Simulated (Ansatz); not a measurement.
Is this SiW4 structure a true minimum?

It was reached by relaxing an invented guess, and it needn't be the stable form of this composition.

Method: DFT PBE, scalar-relativistic, plane waves, PAW (Ansatz 0.2.0). Cutoff 420 eV; k points 18×18×4 on the computed 5-atom cell (Γ-centred); Gaussian smearing, width 0.10 eV; no spin polarisation.

The cell below (5 atoms, space group P-3m1 (No. 164)) is relaxed within its symmetry.

```
CELL_PARAMETERS angstrom
2.79707 0.00000 0.00000
-1.39853 2.42233 0.00000
0.00000 0.00000 11.62336
ATOMIC_POSITIONS crystal
Si 0.00000 0.00000 0.00000
W 0.33333 0.66667 0.81481
W 0.33333 0.66667 0.39417
W 0.66667 0.33333 0.18519
W 0.66667 0.33333 0.60583
```

For the test a repeat of it with 10 atoms (edges 2.80, 4.84, 11.62 Å) was strained at random (σ = 1.5 % a component), the atoms were moved at random (σ = 0.15 Å), and all was relaxed again on a coarse 8×4×2 mesh (in the run’s order of axes) with 0.20 eV smearing, with no symmetry imposed.

Spin–orbit coupling, which can matter for W, is left out.

Problem. Does it come back?

Solution. It doesn't return. The energy falls by 332 meV/atom on that mesh, the volume changes by 0.1 %, and the end has space group C2/m (No. 12) at a loose tolerance. Relaxed again on a 14×14×4 mesh with 0.10 eV smearing, the new structure lies 326 meV/atom below the first (mesh in the axes of the run's cell; the cell below is made exact in the group named). Space group C2/m (No. 12), monoclinic, a = 4.500 Å, b = 3.159 Å, c = 11.100 Å, β = 92.0°. Around Si lie 2 W at 2.53 Å, 4 Si at 2.75 Å, 4 W at 2.85 Å and 2 Si at 3.16 Å; W on its first site has 1 Si at 2.53 Å, 6 W at 2.75 Å, 2 Si at 2.85 Å and 4 W at 3.16–3.20 Å; W on its second site has 8 W at 2.75 Å and 6 W at 3.16–3.20 Å.

```yaml
crystal:
  lattice:
    - [2.24982, -1.57954, 0.00000]
    - [2.24982, 1.57954, 0.00000]
    - [-0.38345, 0.00000, 11.09373]
  atoms:
    - { symbol: Si, position: [0.00000, 0.00000, 0.00000] }
    - { symbol: W, position: [0.27095, 0.27095, 0.80420] }
    - { symbol: W, position: [0.24170, 0.24170, 0.39880] }
    - { symbol: W, position: [0.72905, 0.72905, 0.19580] }
    - { symbol: W, position: [0.75830, 0.75830, 0.60120] }
```
